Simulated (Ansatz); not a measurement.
Ta2O5 (C2), work and stress of cleavage

Level of theory: Ansatz 0.2.0, DFT PBEsol, scalar-relativistic, plane waves, PAW. Settings: plane waves to 420 eV, k-mesh 7×7×3 (Γ-centred), Gaussian smearing 0.05 eV. Spin–orbit coupling is left out, which matters for the heavy elements here. No spin polarisation. Energies are free energies at this smearing, counted from the undisturbed cell; pressure is positive in compression.

The undisturbed cell (relaxed at this level; it needn't be the usual structure):

```
CELL_PARAMETERS angstrom
-2.96215 2.53804 -0.01669
-2.96215 -2.53804 -0.01669
0.56667 0.00000 10.20793
ATOMIC_POSITIONS crystal
Ta 0.91491 0.99515 0.73007
Ta 0.41491 0.49515 0.23007
Ta 0.50485 0.58509 0.93783
Ta 0.00485 0.08509 0.43783
O 0.69255 0.10158 0.90969
O 0.19255 0.60158 0.40969
O 0.23689 0.36621 0.06211
O 0.73689 0.86621 0.56211
O 0.97760 0.52240 0.83395
O 0.47760 0.02240 0.33395
O 0.13379 0.26311 0.60579
O 0.63379 0.76311 0.10579
O 0.39842 0.80745 0.75821
O 0.89842 0.30745 0.25821
```

The cut lies on the cell's a–b face, a (0 0 1) plane (indices in the standard cell, whose axes needn't be the Cartesian ones shown) of area 15.04 Å², between layers 1.27 Å apart. Vector c is lengthened by d along the normal with the atoms' Cartesian places fixed: one unrelaxed cut a cell. The traction is positive where the two halves pull on each other.

```
d (Å) energy (J/m²) traction (GPa)
-0.30           2.52          -198.6
 0.00           0.00             0.0
 0.25           0.91            62.1
 0.50           2.72            77.7
 0.75           4.57            67.5
 1.00           6.07            52.4
 1.50           8.03            27.9
 2.00           9.04            13.8
 3.00           9.75             3.2
 4.50          10.00             0.9
 6.00          10.09             0.4
```

Problem. What are the work of separation and the cleavage stress, and do they fit the universal binding curve?

Solution. The energy levels off near W ≈ 10.09 J/m² (the traction is down to 0.4 GPa), the energy of the two unrelaxed faces, 5.04 J/m² each on average. The largest sampled traction is 77.7 GPa at d = 0.50 Å, and a parabola through it and its two neighbours peaks at σ_max ≈ 77.8 GPa, d ≈ 0.53 Å. The curve E = W[1 − (1 + d/ℓ)exp(−d/ℓ)] peaks in traction at d = ℓ with σ_max = W/(eℓ); with 1 J/m² per Å = 10 GPa this W and σ_max give ℓ = 0.48 Å. A parabola through that curve at the same three d peaks at 0.52 Å, against 0.53 Å here, a fair fit. The cut parts unlike faces (O/Ta and O); in an ionic crystal that makes them polar, and the energy then depends on the thickness of the slab. The opened faces are metallic here, and spin polarisation, left out, could lower W. Real crystals break at far lower stress, because cracks concentrate it, and on the plane of lowest W, which needn't be this one.

The cut is rigid; relaxing the faces lowers these energies and usually the stresses.

The gap closes along the scan, which can put kinks into the curve.

Cost: 11 runs of about 18 core-minutes in all, on Intel Xeon Platinum 8488C (Sapphire Rapids) (shared hosts).